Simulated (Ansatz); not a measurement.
LiCl:
```xyz
2
Lattice="0.0000 2.5562 2.5562 2.5562 0.0000 2.5562 2.5562 2.5562 0.0000" Properties=species:S:1:pos:R:3 pbc="T T T"
Li     0.0000     0.0000     0.0000
Cl     2.5562     2.5562     2.5562
```

Relaxed with r²SCAN.

### Question
Map the electron localisation function on the plane through (0.000, 0.000, 0.000) spanned by u = [1, 0, 0] and v = [0, 1, -1] in lattice vectors, from the program Ansatz at the r²SCAN level (PAW).

### Answer
x is the fraction of u, y of v (the angle between them is 90°; rows are the nearest grid lines); atoms in the plane: Li at (0.00, 0.00), Cl at (0.50, 0.50).
```
y \ x   0.000  0.111  0.167  0.278  0.389  0.444  0.556  0.611  0.722  0.833  0.889   1.00
------  -----  -----  -----  -----  -----  -----  -----  -----  -----  -----  -----  -----
1.00    0.999  0.961  0.289  0.012  0.036  0.037  0.037  0.036  0.012  0.289  0.961  0.999
0.944    1.00  0.889  0.134  0.026  0.092  0.101  0.101  0.092  0.026  0.134  0.889   1.00
0.833   0.234  0.018  0.014  0.480  0.708  0.730  0.730  0.708  0.480  0.014  0.018  0.234
0.778   0.010  0.019  0.131  0.734  0.827  0.838  0.838  0.827  0.734  0.131  0.019  0.010
0.667   0.030  0.315  0.653  0.857  0.872  0.854  0.854  0.872  0.857  0.653  0.315  0.030
0.611   0.036  0.399  0.708  0.870  0.832  0.745  0.745  0.832  0.870  0.708  0.399  0.036
0.556   0.037  0.434  0.731  0.872  0.745  0.493  0.493  0.745  0.872  0.731  0.434  0.037
0.444   0.037  0.434  0.731  0.872  0.745  0.493  0.493  0.745  0.872  0.731  0.434  0.037
0.389   0.036  0.399  0.708  0.870  0.832  0.745  0.745  0.832  0.870  0.708  0.399  0.036
0.333   0.030  0.315  0.653  0.857  0.872  0.854  0.854  0.872  0.857  0.653  0.315  0.030
0.222   0.010  0.019  0.131  0.734  0.827  0.838  0.838  0.827  0.734  0.131  0.019  0.010
0.167   0.234  0.018  0.014  0.480  0.708  0.730  0.730  0.708  0.480  0.014  0.018  0.234
0.0556   1.00  0.889  0.134  0.026  0.092  0.101  0.101  0.092  0.026  0.134  0.889   1.00
0.000   0.999  0.961  0.289  0.012  0.036  0.037  0.037  0.036  0.012  0.289  0.961  0.999
```

The density is the valence pseudo-density with augmentation charge, so density and ELF within about 1 Å of a nucleus are not all-electron values.

Space group Fm-3m (rock salt). The r²SCAN relaxation kept the symmetry of its start; phonons on a q-mesh show no instability.

Potentials: the later of the program's two PAW sets.
